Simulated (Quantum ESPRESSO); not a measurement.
# Computed records: AlSi6As (made-up cell), Mg4Se3O (made-up cell)

Computed with Quantum ESPRESSO 7.5. Calculation on a made-up crystal cell, not a measurement: periodic Kohn-Sham density functional theory in plane waves with PseudoDojo standard norm-conserving scalar-relativistic pseudopotentials, each functional with its own files (v0.5 for PBE, v0.4.1 for LDA and PBEsol), no spin polarisation, no spin-orbit coupling, atoms not relaxed, stress positive in tension, energies less a fixed whole-eV offset for each atom's element; levels are Kohn-Sham levels at fractions of this cell's reciprocal vectors, counted from the reference band (half the neutral cell's valence electrons, rounded up) at Gamma; error bars cover cutoff and k-mesh only, not smearing or the files; added strain carries the atoms with the cell, and shear is the tensor component; each bar is the largest change over components, and at least 0.002 eV, 0.002 eV per angstrom or 0.02 GPa; energies are for the whole cell, and the offsets were chosen from early runs and are not element reference energies.

Common to all runs: lattice type zincblende/diamond; functional pbe; scf tolerance 1e-07 eV; electrons removed 0.

(1) AlSi6As (made-up cell)

```
cell vectors (Å)
   5.4982     0.0000     0.0000
   0.0000     5.4982     0.0000
   0.0000     0.0000     5.4982
atoms (fractions of the cell vectors)
As  0.01475  0.00435  0.00364
Si -0.02508  0.48630  0.51199
Si  0.50897 -0.00551  0.49174
Si  0.49145  0.50311 -0.01120
Al  0.25094  0.23186  0.24935
Si  0.23991  0.75328  0.76640
Si  0.76685  0.24865  0.74766
Si  0.76414  0.76369  0.24364
```

It was run with cutoff 1143 eV, fermi dirac smearing 0.1 eV and k mesh 6 x 6 x 6, shifted by half a step.

The calculation gives: free energy less offsets 2.264 eV; smearing term minus ts -0.01842 eV; scf iterations 10; pressure 4.122 GPa; stress xx -3.782 GPa; stress yy -4.144 GPa; stress zz -4.439 GPa; stress yz 1.57 GPa; stress xz 0.6966 GPa; stress xy 0.06848 GPa; fermi level 0.0335 eV; reference band 21; error bar energy 0.002 eV; error bar stress 0.02 GPa; error bar force 0.002 eV/Å; error bar next band up 0.002 eV; error bar fermi level 0.004402 eV; error bars from tighter rerun of a related cell.

Atoms:
```
atoms element  atom site  atom energy offset (eV)
           As          1                    -2887
           Si          2                     -115
           Si          3                     -115
           Si          4                     -115
           Al          5                      -64
           Si          6                     -115
           Si          7                     -115
           Si          8                     -115
```

Forces:
```
site  x (eV/Å)  y (eV/Å)  z (eV/Å)
   1    -1.226   -0.1469   -0.6277
   2     2.309     1.772    -1.454
   3     0.176   -0.1475     1.256
   4     1.073   -0.1878    0.8981
   5    0.9635     2.449     1.393
   6    0.9467    -1.228    -2.513
   7    -2.778    -0.576    0.5579
   8    -1.465    -1.936    0.4897
```

Levels:
```
level k point  next band up (eV)
        Gamma            0.03713
(1/2,1/2,1/2)           -0.06993
   (0.15,0,0)             0.1286
   (0,0.15,0)             0.2057
   (0,0,0.15)             0.1654
```

(2) Mg4Se3O (made-up cell)

```
cell vectors (Å)
   5.9875     0.0000     0.0000
   0.0000     5.9875     0.0000
   0.0000     0.0000     5.9875
atoms (fractions of the cell vectors)
Mg  0.00180 -0.00379  0.01304
Mg  0.00053  0.49932  0.50971
Mg  0.50380  0.01077  0.48591
Mg  0.50527  0.47938  0.00887
Se  0.25697  0.24553  0.25622
Se  0.24655  0.75604  0.76655
O   0.74190  0.25383  0.75178
Se  0.74716  0.74868  0.24089
```

It was run with cutoff 1170 eV, fermi dirac smearing 0.025 eV and k mesh 4 x 4 x 4, shifted by half a step.

It finds free energy less offsets 0.6825 eV; smearing term minus ts 0 eV; scf iterations 11; pressure -4.345 GPa; stress xx 4.196 GPa; stress yy 4.162 GPa; stress zz 4.678 GPa; stress yz 0.4197 GPa; stress xz -0.1915 GPa; stress xy 0.09529 GPa; reference band 47; error bar energy 0.002809 eV; error bar stress 0.02 GPa; error bar force 0.01034 eV/Å; error bar next band up 0.002 eV; error bars from tighter rerun of a related cell.

Atoms:
```
atoms element  atom site  atom energy offset (eV)
           Mg          1                    -1617
           Mg          2                    -1617
           Mg          3                    -1617
           Mg          4                    -1617
           Se          5                    -3300
           Se          6                    -3300
            O          7                     -452
           Se          8                    -3300
```

Forces:
```
site  x (eV/Å)  y (eV/Å)  z (eV/Å)
   1   -0.7806    0.8901    -1.002
   2   -0.9305   -0.6474    0.9354
   3    0.9978    0.2218     1.696
   4    0.9412   -0.5053    -1.591
   5   -0.6488    0.3317  -0.04653
   6    0.3889    -0.252   -0.4665
   7  -0.02898    0.1634  -0.01151
   8   0.06105   -0.2023    0.4863
```

Levels:
```
level k point  next band up (eV)
        Gamma              1.503
(1/2,1/2,1/2)              2.804
   (0.15,0,0)              1.891
   (0,0.15,0)              1.897
   (0,0,0.15)              1.875
```
